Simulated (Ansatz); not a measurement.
An ordered 6-atom cell of Si5Ge on the diamond lattice, 6 atoms and 34 valence electrons in a cell of about 123 Å³, was run 7 times in the PAW code Ansatz, each time on 4 threads of Arm Neoverse N1 (shared host).

```tsv
run	k mesh	irreducible k	cutoff (eV)	plane waves	bands	SCF iterations	wall time	peak host memory (GiB)
relaxation, PBE	12×12×4	69	420	2515	23	46	50 s	0.51
relaxation, r2SCAN	12×12×4	69	500	3125	23	27	?	?
bands, PBE	12×12×4	69	420	2431	22	6	?	?
single point, r2SCAN	12×12×4	69	500	3125	22	6	24 s	0.7
single point, HSE06	6×6×2	14	420	2431	22	17	2.2 min	1.8
single point, PBE+SOC	12×12×4	69	420	2431	44	8	?	?
single point, PBE0	6×6×2	14	420	2431	22	18	2.2 min	1.8
```

**Question.** Estimate the missing times and memories.

**Answer.**
```csv
run,wall time,peak host memory (GiB)
"bands, PBE",15 s,0.49
"relaxation, r2SCAN",80 s,0.73
"single point, PBE+SOC",62 s,1.2
```

Only the levels marked +SOC include spin-orbit coupling.
